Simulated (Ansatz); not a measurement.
LiF:
```xyz
2
Lattice="0.0000 2.1451 2.1451 2.1451 0.0000 2.1451 2.1451 2.1451 0.0000" Properties=species:S:1:pos:R:3 pbc="T T T"
F      1.0726     1.0726     1.0726
Li     0.0000     0.0000     0.0000
```

x, y and z are the axes in which the lattice vectors are written.

Task: Give the proper piezoelectric stress tensor with relaxed ions from r²SCAN (plane waves, PAW; program Ansatz).

Result: In C/m², rows x, y, z, Voigt columns; mesh uncertainty up to 0.00.
```
0.00  0.00  0.00  0.51  0.00  0.00
0.00  0.00  0.00  0.00  0.51  0.00
0.00  0.00  0.00  0.00  0.00  0.51
```

The elastic tensor of the same run (GPa):

|  | 1 | 2 | 3 | 4 | 5 | 6 |
|---|---|---|---|---|---|---|
| 1 | 71.1 | 52.1 | 52.1 | 0.0 | 0.0 | 0.0 |
| 2 | 52.1 | 71.1 | 52.1 | 0.0 | 0.0 | 0.0 |
| 3 | 52.1 | 52.1 | 71.1 | 0.0 | 0.0 | 0.0 |
| 4 | 0.0 | 0.0 | 0.0 | 36.6 | 0.0 | 0.0 |
| 5 | 0.0 | 0.0 | 0.0 | 0.0 | 36.6 | 0.0 |
| 6 | 0.0 | 0.0 | 0.0 | 0.0 | 0.0 | 36.6 |

Task: Convert to strain constants d = e·S.

Result: In pC/N:
```
 0.0   0.0   0.0  13.8   0.0   0.0
 0.0   0.0   0.0   0.0  13.8   0.0
 0.0   0.0   0.0   0.0   0.0  13.8
```

Space group F-43m (zinc blende). The start of the workflow was typed in or built on a structure type; neither database checked (COD, Materials Project) lists it. It is not the phase usual at ambient conditions (space group No. 225). The r²SCAN relaxation kept the symmetry of its start; its stability against distortions is not shown here.

Potentials: the later of the program's two PAW sets.
